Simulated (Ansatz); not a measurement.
Input:

SiO2:
```
SiO2
1.0
    4.98173     0.00000     0.00000
    0.00000     4.98173     0.00000
    0.00000     0.00000     6.91953
Si O
4 8
Direct
  0.19778   0.19778   0.00000
  0.30222   0.69778   0.75000
  0.80222   0.80222   0.50000
  0.69778   0.30222   0.25000
  0.60882   0.73825   0.68123
  0.76175   0.10882   0.43123
  0.39118   0.26175   0.18123
  0.23825   0.89118   0.93123
  0.10882   0.76175   0.56877
  0.26175   0.39118   0.81877
  0.89118   0.23825   0.06877
  0.73825   0.60882   0.31877
```

This is the r²SCAN-relaxed structure.

Q: All from r²SCAN in the plane-wave PAW code Ansatz, unless another level is named. Estimate the HSE06 gap on the r²SCAN cell.

A: 7.51 eV.

Q: Next, the electron effective mass?

A: 0.53 mₑ (isotropic).

Q: And the valence-band maximum?

A: at Γ.

Q: And the weight of the valence-edge state by species (Voronoi cells)?

A: O 98 %, Si 2 %.

Space group P4_32_12. The workflow started from a Materials Project entry (that database holds measured and hypothetical structures alike); the Crystallography Open Database files this formula in space group No. 96, but the cells were not matched. It is not the phase usual at ambient conditions (space group No. 92, 152, 154). Symmetry was held in the r²SCAN relaxation; of distortions, only those at the zone centre were tested.

Potentials: the earlier of the program's two PAW sets.
